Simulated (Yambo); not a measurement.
G0W0@PBEsol for Ba₃ZnN₂O (space group P4/mmm, No. 123) in Yambo (4×4×1 mesh, 7 Ry block, plasmon pole, screening fixed), without a terminator:

```
bands N in G  gap Γ → Γ (eV)  shift of the valence edge (eV)
------------  --------------  ------------------------------
92                     1.090                           0.586
154                    1.239                           0.137
235                    1.310                          -0.048
```

### Question
Extrapolate both columns to infinite N with E(N) = E∞ + A/N, test the form, and compare with the terminator.

### Answer
From two points, E∞ = (N2 E2 − N1 E1)/(N2 − N1). The two largest N give 1.44 eV for the gap and -0.40 eV for the shift; the two smallest give 1.46 eV and -0.53 eV. For the gap the slopes A are -34 and -32 eV: the 1/N form holds. For the shift the slopes A are 100 and 83 eV: the form isn't reached, and its limit is uncertain. With the Bruneval-Gonze terminator and 235 bands the run gives 1.42 eV and -0.25 eV, 0.02 eV and 0.15 eV from the extrapolated values: the terminator too is an estimate of the remainder. Block, mesh and the bands in W are held fixed.

Geometry of the Materials Project entry, not relaxed at this level; primitive cell a = 4.150 Å, b = 4.150 Å, c = 9.293 Å, α = 90.00°, β = 90.00°, γ = 90.00°.

The structure is a Materials Project entry; no match was found in the copy of COD used, and its stability was not checked.

A shift is the quasiparticle energy of the state minus its PBEsol energy.
